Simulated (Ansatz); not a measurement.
Q: Name crystals whose computed values (PBE in the plane-wave PAW code Ansatz) fall in these windows: B₀ by P(V) fit (GPa) 210 to 310; Θ_D (K) 420 to 540; G_Hill (GPa) 130 to 180.

A: 

| crystal | B₀ by P(V) fit (GPa) | Θ_D (K) | G_Hill (GPa) |
|---|---|---|---|
| HfN, rock salt | 263 | 489 | 154 |
Others may fit too.

The cell was relaxed under the symmetry of its start. Rows with no word on spin ran without spin polarisation. Scalar-relativistic: spin–orbit coupling is off unless named, which matters more the heavier the elements.

Potentials: the later of the program's two PAW sets.
